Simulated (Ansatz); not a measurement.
Property card for Tm₃ZrO

Method: DFT PBE, scalar-relativistic, plane waves, PAW, and for the lanthanide a 4f-in-core norm-conserving potential (Ansatz 0.2.0).

Cutoff 690 eV; k points 6×6×10 on the computed 5-atom cell (Γ-centred); Gaussian smearing, width 0.10 eV; no spin polarisation.

The structure is relaxed at this level of theory with its symmetry kept, and needn't be the ground state of this composition.

```cif
data_structure
_symmetry_space_group_name_H-M 'P 1'
_symmetry_Int_Tables_number 1
_cell_length_a 6.7057
_cell_length_b 6.7057
_cell_length_c 3.9360
_cell_angle_alpha 90.000
_cell_angle_beta 90.000
_cell_angle_gamma 120.000
_cell_volume 153.28
loop_
_atom_site_label
_atom_site_type_symbol
_atom_site_fract_x
_atom_site_fract_y
_atom_site_fract_z
_atom_site_occupancy
Tm1 Tm 0.50000 0.00000 0.50000 1
Tm2 Tm 0.00000 0.50000 0.50000 1
Tm3 Tm 0.50000 0.50000 0.50000 1
Zr1 Zr 0.00000 0.00000 0.50000 1
O1 O 0.00000 0.00000 0.00000 1
```

- Space group: P6/mmm (No. 191)
- Volume per atom: 30.66 Å³
- Kohn–Sham band gap: none (metal)
- Density of states at the Fermi level: 6.7 states/eV per cell

Spin-orbit coupling is left out, which matters for the bands of heavy elements. Spin polarisation was left out, and a magnetic state may lie lower.

Another cell of Tm3ZrO relaxed alike, in Pm-3m, lies 0.95 eV/atom lower, so this cell isn't the stable form at this level.

The cell was found from a structure generator's guess, not taken from experiment.

The lanthanide is trivalent by construction, without f bands, f moments or other valences.
